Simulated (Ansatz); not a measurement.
A geometry of TiCo away from equilibrium: step 2 of the relaxation of a relaxed TiCo cell displaced along its unstable phonon at q = Γ (196i cm⁻¹), largest move 0.15 Å. These are PBEsol (plane waves to 420 eV, PAW, scalar-relativistic; Ansatz, a program for electronic structure) values and carry that method's errors. Γ-centred k-mesh 9×9×7 on the run's cell (coarser than for final values), Fermi–Dirac smearing 0.05 eV.

```
CELL_PARAMETERS angstrom
      3.94966     0.00000     0.00000
     -1.97483     3.42050     0.00000
      0.00000     0.00000     4.75362
ATOMIC_POSITIONS crystal
  Ti 0.66667 0.33333 0.20377
  Ti 0.33333 0.66667 0.79623
  Co 0.66667 0.33333 0.70452
  Co 0.33333 0.66667 0.29548
```

**Question.** Give the Cartesian forces on all atoms (eV/Å).

**Answer.** 
| atom | Fx | Fy | Fz |
|---|---|---|---|
| Ti1 | 0.00 | 0.00 | -0.39 |
| Ti2 | 0.00 | 0.00 | 0.39 |
| Co3 | 0.00 | 0.00 | -0.67 |
| Co4 | 0.00 | 0.00 | 0.67 |

**Question.** What is the pressure?

**Answer.** +0.5 GPa, compression positive.

**Question.** How much energy per atom can still be gained by relaxing?

**Answer.** 0.10 eV/atom; the path ends in P-3m1 (No. 164).

No spin polarisation in the result. A magnetic state may lie lower.

The run could not lose the symmetry of its start: the end is stationary, and may be a saddle point rather than a minimum.

The end of the path is a generated cell of TiCo: the first start was made by placing the elements on the sites of a structure type, and the end was not matched to a known phase here, so it may be hypothetical. Known forms of TiCo include space group No. 221.
